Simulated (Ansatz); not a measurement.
# Kick test of a cell of Ta₄H₃

It was reached by relaxing an invented guess, and it needn't be the stable form of this composition.

All numbers below come from DFT PBE, scalar-relativistic, plane waves, PAW (Ansatz). Settings: cutoff 420 eV, Γ-centred mesh 10×6×6 on the computed 7-atom cell, Gaussian smearing of 0.10 eV; no spin polarisation.

The cell below (7 atoms, space group P222 (No. 16)) is relaxed within its symmetry.

```cif
data_structure
_symmetry_space_group_name_H-M 'P 1'
_symmetry_Int_Tables_number 1
_cell_length_a 3.4816
_cell_length_b 4.7879
_cell_length_c 4.8357
_cell_angle_alpha 90.000
_cell_angle_beta 90.000
_cell_angle_gamma 90.000
_cell_volume 80.61
loop_
_atom_site_label
_atom_site_type_symbol
_atom_site_fract_x
_atom_site_fract_y
_atom_site_fract_z
_atom_site_occupancy
Ta1 Ta 0.24671 0.24494 0.75589 1
Ta2 Ta 0.75329 0.24494 0.24411 1
Ta3 Ta 0.24671 0.75506 0.24411 1
Ta4 Ta 0.75329 0.75506 0.75589 1
H1 H 0.50000 0.50000 0.50000 1
H2 H 0.50000 0.50000 0.00000 1
H3 H 0.00000 0.00000 0.50000 1
```

For the test it was strained at random (σ = 1.5 % a component), the atoms were moved at random (σ = 0.15 Å), and all was relaxed again on a coarse 6×4×4 mesh (in the run’s order of axes) with 0.20 eV smearing, with no symmetry imposed.

These runs have no spin–orbit coupling, which can matter for Ta. The cell is a metal run without spin; a magnetic state may lie lower.

Q: Does it come back?

A: It returns, within 1 meV/atom of the unmoved cell on that mesh and with the same symmetry when read at 0.1 Å. No instability shows in this cell; modes of other wave vectors, which need another repeat, aren't tested.
